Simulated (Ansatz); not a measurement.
# Ag (Fm-3m): elasticity against pressure

```yaml
crystal:
  lattice:
    - [0.00000, 2.05217, 2.05217]
    - [2.05217, 0.00000, 2.05217]
    - [2.05217, 2.05217, 0.00000]
  atoms:
    - { symbol: Ag, position: [0.00000, 0.00000, 0.00000] }
```

This is the zero-pressure cell. At each pressure cell and atoms are relaxed in this structure, and the constants are slopes of the stress at strains of ±0.005 with relaxed ions (the coefficients that govern stability under load). Level: r²SCAN, PAW on Ansatz 0.2.0's default frozen-core files (fitted under PBE), scalar-relativistic; k mesh 24×24×24, strains of ±0.005, Fermi-Dirac smearing of 0.080 eV, cutoff 500 eV. P is the pressure of the relaxed cell, less that of this one.

```tsv
P (GPa)	V/V₀	C11 (GPa)	C12 (GPa)	C44 (GPa)
0.00	1.0000	128.0	90.9	52.0
1.00	0.9906	134.7	96.1	54.5
2.02	0.9816	141.3	101.3	56.9
4.04	0.9653	154.3	111.6	61.7
7.00	0.9441	172.7	126.3	68.4
9.99	?	?	?	?
15.03	0.8984	220.3	164.8	85.9
```

**Question.** Does the bulk modulus from the constants agree with the pressure-volume curve?

**Answer.** A third-order Birch-Murnaghan fit to the volumes shown (F against f, f = [(V₀/V)^(2/3) − 1]/2) gives B₀ = 103.2 GPa and B′ = 5.7. Its −V dP/dV stands beside (C11 + 2C12)/3:

```csv
P (GPa),from P(V),from the constants
0.00,103.2,103.3
1.00,109.0,109.0
2.02,114.7,114.7
4.04,125.8,125.8
7.00,141.7,141.8
15.03,183.2,183.3
```

**Question.** What are the pressure derivatives at zero pressure?

**Answer.** Slopes at V₀ of quadratic fits in −ln(V/V₀) through the first four rows shown, divided by B₀: dC11/dP = 6.7, dC12/dP = 5.2, dC44/dP = 2.5. The mean slopes up to 2.0 GPa are 6.6, 5.2, 2.4; curvature and scatter of the constants part the two. The combination (dC11/dP + 2 dC12/dP)/3 = 5.7 stands against B′.

**Question.** Fill the row at 9.99 GPa.

**Answer.** Cubic fits in −ln(V/V₀) through all rows shown give C11 = 190.8, C12 = 140.9, C44 = 75.0 GPa. Computed: V/V₀ = 0.9254, C11 (GPa) = 190.8, C12 (GPa) = 140.9, C44 (GPa) = 75.1.

**Question.** Does a shear stiffness soften?

**Answer.** C44 goes from 52.0 to 85.9 GPa; (C11 − C12)/2 goes from 18.5 to 27.8 GPa. Neither ends more than 3 % under its start, and the lattice stays mechanically stable over this range.

Keep in mind: no other phase was computed; many crystals of this kind change structure within this range, and rows or crossings beyond such a change describe a metastable lattice; frozen-core PAW files fitted under PBE, their cores solved anew for the functional of the run; responses of metals move with mesh and smearing; phonons weren't checked at these pressures.
